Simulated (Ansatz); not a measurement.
Crystals of one structure type (zinc blende) and one family of elements, relaxed and computed with r²SCAN in the plane-wave PAW code Ansatz.

```json
[
 {"crystal": "AlN", "V (Å³/atom)": "10.43", "B₀ by P(V) fit (GPa)": "210"},
 {"crystal": "GaN", "V (Å³/atom)": "11.38", "B₀ by P(V) fit (GPa)": "196"},
 {"crystal": "BP", "V (Å³/atom)": "11.67", "B₀ by P(V) fit (GPa)": "169"},
 {"crystal": "GaP", "V (Å³/atom)": "20.25", "B₀ by P(V) fit (GPa)": "87.6"},
 {"crystal": "GaAs", "V (Å³/atom)": "22.73", "B₀ by P(V) fit (GPa)": "72.3"},
 {"crystal": "InAs", "V (Å³/atom)": "28.48", "B₀ by P(V) fit (GPa)": "57.2"},
 {"crystal": "GaSb", "V (Å³/atom)": "28.83", "B₀ by P(V) fit (GPa)": "?"}
]
```

Question: Fit a straight line to ln B₀ against ln V and predict the withheld value.

Answer: Least squares on the 6 shown rows: ln B₀ = -1.31 × ln V + (8.409), with a scatter of 4 %. For GaSb this gives 54.9. The run itself gave 52.8, within the scatter.

All cells were relaxed under the symmetry of their starts (and spin orders); stability against distortions was not tested throughout. Scalar-relativistic: spin–orbit coupling is off unless named, which matters more the heavier the elements.

Potentials: the earlier of the program's two PAW sets.
